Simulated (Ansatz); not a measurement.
Theory: Ansatz 0.2.0, DFT PBE, scalar-relativistic, plane waves, PAW. All cells share a 420 eV cutoff and Γ-centred k meshes spaced about 0.3 Å⁻¹ or finer (0.25 for metals, 2π included). No spin polarisation.

All energies are static (0 K, no zero-point motion).

Compare these two cells of MgGe2N3, each relaxed at this level.

A.

Space group P3m1 (No. 156). a = 3.358 Å, b = 3.358 Å, c = 7.877 Å, α = 90.00°, β = 90.00°, γ = 120.00°
```
atom  site  symmetry       x       y       z
  Mg    1a       3m. 0.0000  0.0000  0.9891
  Ge    1c       3m. 0.6667  0.3333  0.6753
  Ge    1b       3m. 0.3333  0.6667  0.3319
   N    1b       3m. 0.3333  0.6667  0.5837
   N    1a       3m. 0.0000  0.0000  0.2682
   N    1c       3m. 0.6667  0.3333  0.9018
```

B.

Space group P-3m1 (No. 164). a = 3.063 Å, b = 3.063 Å, c = 7.582 Å, α = 90.00°, β = 90.00°, γ = 120.00°
| atom | site | symmetry | x | y | z |
| --- | --- | --- | --- | --- | --- |
| Mg | 1a | -3m. | 0.0000 | 0.0000 | 0.0000 |
| Ge | 2d | 3m. | 0.3333 | 0.6667 | 0.3277 |
| N | 2d | 3m. | 0.6667 | 0.3333 | 0.1822 |
| N | 1b | -3m. | 0.0000 | 0.0000 | 0.5000 |

Task: Which would you expect to be lower, and how large is the difference?

Result: A is lower, by 69 meV/atom. A has Mg and Ge ordered on zinc blende sites, space group P3m1 (No. 156), 12.8 Å³/atom and no gap on its mesh; B has Mg and Ge ordered on rock salt sites, space group P-3m1 (No. 164), 10.3 Å³/atom and no gap. Counting N atoms around Ge and Mg (those within 1.25 times the shortest such distance or 1.15 times the sum of covalent radii, 1.27 where that leaves under three; a plus sign parts nearer from farther groups; a slash parts the counts of unlike sites), A has Mg 4, Ge 1+3/4 and B has Mg 6, Ge 6. The lower one is the more open, so pressure narrows the difference. In A, Mg is surrounded by 3 N at 2.06 Å and 1 N at 2.20 Å; around Ge on its first site lie 1 N at 1.78 Å and 3 N at 2.07 Å; around N on its first site lie 4 Ge at 1.98–2.07 Å; 3 more sites not described. In B, around Mg lie 6 N at 2.24 Å; around Ge lie 6 N at 2.08–2.20 Å; N on a site of symmetry 3m has 3 Ge at 2.08 Å and 3 Mg at 2.24 Å; 1 more site not described. Both come from trial cells of a structure search, whose lowest cell (P1, 12.8 Å³/atom) lies 155 meV/atom below the lower of the two.

In P3m1, P-3m1 an odd number of electrons in the primitive cell allows no gap without spin; a larger cell or a magnetic state could open one. Cells relaxed within their symmetry can be saddle points. Some candidate types were left out of the draw beforehand, so a known form may be missing.
